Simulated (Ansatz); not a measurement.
**AuCu3-type EuSn₃**

The computed numbers are results of PBEsol, scalar-relativistic (collinear spin) in the plane-wave PAW code Ansatz at 420 eV, Γ-centred 6×6×6 mesh, 0.05 eV Gaussian smearing. The datasets are Ansatz's generated set soft_2.

```
CELL_PARAMETERS angstrom
4.67962 0.00000 0.00000
0.00000 4.67962 0.00000
0.00000 0.00000 4.67962
ATOMIC_POSITIONS crystal
Eu 0.00000 0.00000 0.00000
Sn 0.00000 0.50000 0.50000
Sn 0.50000 0.50000 0.00000
Sn 0.50000 0.00000 0.50000
```

The structure was built from a prototype; whether the compound forms in it isn't claimed.

Magnetic state: ferromagnetic, site spin moments Eu 6.70 μB.

The cell has space group Pm-3m (read at 0.01 Å). In it the stress is 0.10, 0.10, 0.10, 0.00, 0.00, 0.00 GPa and the largest force component 0.000 eV/Å. Each change below starts from this cell, without further relaxation. Stress is in GPa, positive in compression, in the order xx, yy, zz, yz, xz, xy; energies are counted from the cell above and are free energies with the smearing's entropy, which match forces and stress in a metal.

Task: What happens when atom 1 (Eu) is moved by 0.20 Å along x?

Result: The energy changes by 108.7 meV per cell, and the force on it along the shift is -1.095 eV/Å (−F/u = 5.48 eV/Å²). Stress: 0.66, 0.52, 0.52, 0.00, 0.00, 0.00. Spin moments: Eu 6.67 μB.
```tsv
atom	Fx (eV/Å)	Fy	Fz
Eu1	-1.095	0.000	0.000
Sn2	-0.127	0.000	0.000
Sn3	0.611	0.000	0.000
Sn4	0.611	0.000	0.000
```
In a harmonic crystal the energy would rise by −½F·u = ½ × 5.48 × 0.20² eV = 109.5 meV, which matches.

Task: What stress follows from an engineering strain of 1 % in xy, atoms carried along?

Result: 0.12, 0.12, 0.10, 0.00, 0.00, -0.40 GPa; the energy changes by 1.3 meV per cell.
The change of the stress over the strain gives a clamped-atom stiffness of about 40 GPa for this component.
In a harmonic crystal the energy would rise by V(½Cε² − σ₀ε), with σ₀ the stress of the unstrained cell, = 1.3 meV, which matches.

Without a U the 4f levels of Eu lie too near the Fermi level, so their share of the states there, and what hangs on it, is overstated. Spin–orbit coupling, which matters for such heavy elements, is left out. The run wasn't fully tested for a lower electronic state. Site moments are of spin, integrated over atomic spheres. Only parallel moments were tried, so the real magnetic order may be another.
